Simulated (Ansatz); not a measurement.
**Sb (P6_3/mmc), axial (c/a) deformation path**

Method: Ansatz, DFT PBEsol, scalar-relativistic, plane waves, PAW. Settings: plane waves to 420 eV, k-mesh 18×18×10 (Γ-centred), Gaussian smearing 0.15 eV. No spin polarisation. Energies are free energies at this smearing, counted from the undisturbed cell; pressure is positive in compression.

The starting cell (as given, not relaxed at this level; it stands at -0.1 GPa; this form isn't the usual structure):

```yaml
crystal:
  lattice:
    - [3.36900, 0.00000, 0.00000]
    - [-1.68450, 2.91764, 0.00000]
    - [0.00000, 0.00000, 5.33000]
  atoms:
    - { symbol: Sb, position: [0.33333, 0.66667, 0.25000] }
    - { symbol: Sb, position: [0.66667, 0.33333, 0.75000] }
```

At fixed volume and fractional coordinates, lengths along (0.000, 0.000, 1.000) are scaled against those across it; ρ is that ratio over its starting value. The cell is metallic on the mesh throughout.

```
    ρ  ΔE (meV/atom) pressure (GPa)
0.800           -2.0             2.0
0.850            5.0             1.1
0.920            2.9             0.1
0.960            3.2            -0.1
1.000            0.0            -0.1
1.050           -5.2            -0.1
1.100              ?               ?
1.200           47.7             1.9
1.300              ?               ?
```

Q: Give the withheld values.

A: ΔE (meV/atom) at ρ = 1.100: 5.3; pressure (GPa) at ρ = 1.100: 0.3; ΔE (meV/atom) at ρ = 1.300: 131.9; pressure (GPa) at ρ = 1.300: 4.0.

Cost: 9 runs of about 1.4 core-minutes in all, on Arm Neoverse V2 (shared hosts).